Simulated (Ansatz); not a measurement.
ZrSiRu:
```
CELL_PARAMETERS angstrom
      6.68057     0.00000     0.00000
     -3.34028     5.78554     0.00000
      0.00000     0.00000     3.69463
ATOMIC_POSITIONS crystal
  Ru 0.24386 0.00000 0.00000
  Ru 0.75614 0.75614 0.00000
  Ru 0.00000 0.24386 0.00000
  Zr 0.58476 0.00000 0.50000
  Zr 0.41524 0.41524 0.50000
  Zr 0.00000 0.58476 0.50000
  Si 0.00000 0.00000 0.50000
  Si 0.33333 0.66667 0.00000
  Si 0.66667 0.33333 0.00000
```

Relaxed with r²SCAN. Special points in fractions of this cell's reciprocal vectors: Γ (0.000, 0.000, 0.000); M (0.500, 0.000, 0.000); K (0.333, 0.333, 0.000); A (0.000, 0.000, 0.500); L (0.500, 0.000, 0.500); H (0.333, 0.333, 0.500).

### Question
List the band energies nearest the Fermi level at these points for DFT-r²SCAN in the program Ansatz with PAW potentials.

### Answer
In eV from the Fermi level; about four levels below and three above (degenerate sets whole), none deeper than 8.9 eV; points with the same levels are listed once.

```tsv
k	below	above
Γ	-2.05 -2.05 -1.65 -1.65 -0.23	0.14 0.28 0.28
M	-1.22 -1.08 -0.90 -0.22	0.08 0.60 0.70
K	-0.50 -0.50 -0.31 -0.31	0.30 0.71 1.21 1.21
A	-0.96 -0.96 -0.47 -0.47	0.74 1.50 1.50
L	-1.23 -1.13 -0.67 -0.61	0.72 1.77 2.27
H	-1.33 -1.33 -1.01 -0.64 -0.64	0.64 2.10 2.52
```

Space group P-62m. The workflow started from an entry of the Crystallography Open Database (COD). Whether it is the stable phase at ambient conditions was not checked. The r²SCAN relaxation kept the symmetry of its start; whether a distortion lowers the energy is not shown. No spin polarisation was allowed. Scalar-relativistic: spin–orbit coupling is off unless named, which matters more the heavier the elements.

Potentials: the later of the program's two PAW sets.
